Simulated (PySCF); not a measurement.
PySCF single point, B3LYP/def2-SVP, density fitting, COSMO implicit ethylene carbonate (electrostatics alone), on stibine, SbH3 (SMILES [SbH3]), charge 0, multiplicity 1.

```python
from pyscf import gto, scf, dft
mol = gto.M(atom='''
Sb     0.101895    -0.251115    -0.495693
H     -1.169198    -0.738338     0.495693
H      1.169198    -1.096712     0.494861
H      0.312031     1.096712     0.492400
''', basis='def2-SVP', ecp={'Sb': 'def2-SVP'}, charge=0, spin=0, verbose=3)
mf = dft.RKS(mol, xc='B3LYP')
mf = mf.density_fit()
mf = mf.PCM()
mf.with_solvent.method = 'COSMO'
mf.with_solvent.eps = 90.5
mf.max_cycle = 100
e = mf.kernel()
print('converged', mf.converged)
print('E_total', e)
print('nao', mol.nao)
print('HOMO', mf.mo_energy[mf.mo_occ > 0].max())
mf.dip_moment()
```

The program's output:

```

WARN: PCM is an experimental feature. It is still in testing.
Features and APIs may be changed in the future.

converged SCF energy = -242.104345747069
converged True
E_total -242.10434574706852
nao 41
HOMO -0.2666636599117629
Dipole moment(X, Y, Z, Debye): -0.00320, -0.00858, -0.36151
```

The total energy is -6587.99 eV, -0.02 eV from the same level's vacuum run.
